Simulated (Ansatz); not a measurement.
**Relaxation path: fcc Al (110), 4 layers**

DFT, PBE, PAW with Ansatz's default frozen-core files, scalar-relativistic (Ansatz 0.2.0); a Γ-centred 13×9×1 k mesh, Fermi–Dirac smearing of 0.08 eV, no spin polarisation. The run relaxes the atoms in the fixed cell.

Command: `ansatz run input.yaml --threads 1 --pin off --max-ram 3584MiB --backend cpu --events-out ev --progress --plain --runs-dir out` It took 33 s on 1 thread of Arm Neoverse V2, with other jobs on the host, peak memory 0.41 GiB.

```yaml
crystal:
  lattice:
    - [2.8574853682, 0.0, 0.0]
    - [0.0, 4.041094562, 0.0]
    - [0.0, 0.0, 20.2862]
  atoms:
    - { symbol: Al, position: [0.25, 0.25, 0.3943560634] }
    - { symbol: Al, position: [0.75, 0.75, 0.4647853542] }
    - { symbol: Al, position: [0.25, 0.25, 0.5352146454] }
    - { symbol: Al, position: [0.75, 0.75, 0.6056439366] }
kpoints:
  mp_grid: { grid: [13, 9, 1] }
scf:
  occupations: { method: fermi_dirac, width: 0.08 }
hamiltonian:
  xc: pbe
  pseudopotentials: { kind: paw }
output:
  forces: true
  stress: true
  eigenvalues: true
relax:
  f_tol: 0.01
  max_steps: 40
efield:
  axis: 3
  amplitude: 0
  dipole_correction: true
```

Each step lists its free energy a cell above the last geometry, and Cartesian positions (Å) with forces (eV/Å).

The first step:

```
step 1  dF = 15.00 meV
  Al 0.7144 1.0103 8.0000   0.0000 0.0000 0.1089
  Al 2.1431 3.0308 9.4287   0.0000 0.0000 -0.2270
  Al 0.7144 1.0103 10.8575   0.0000 0.0000 0.2270
  Al 2.1431 3.0308 12.2862   0.0000 0.0000 -0.1089
```

Question: Where does the relaxation end, and by which steps?

Answer: After 4 geometries, with a shortest distance of 2.816 Å. The further steps:
```
step 2  dF = 0.29 meV
  Al 0.7144 1.0103 8.0376   0.0000 0.0000 -0.0169
  Al 2.1431 3.0308 9.3848   0.0000 0.0000 -0.0322
  Al 0.7144 1.0103 10.9014   0.0000 0.0000 0.0322
  Al 2.1431 3.0308 12.2486   0.0000 0.0000 0.0169
step 3  dF = 0.13 meV
  Al 0.7144 1.0103 8.0288   0.0000 0.0000 0.0165
  Al 2.1431 3.0308 9.3746   0.0000 0.0000 0.0155
  Al 0.7144 1.0103 10.9116   0.0000 0.0000 -0.0155
  Al 2.1431 3.0308 12.2574   0.0000 0.0000 -0.0165
step 4  dF = 0.00 meV
  Al 0.7144 1.0103 8.0332   0.0000 0.0000 0.0004
  Al 2.1431 3.0308 9.3780   0.0000 0.0000 0.0000
  Al 0.7144 1.0103 10.9082   0.0000 0.0000 0.0000
  Al 2.1431 3.0308 12.2530   0.0000 0.0000 -0.0004
```
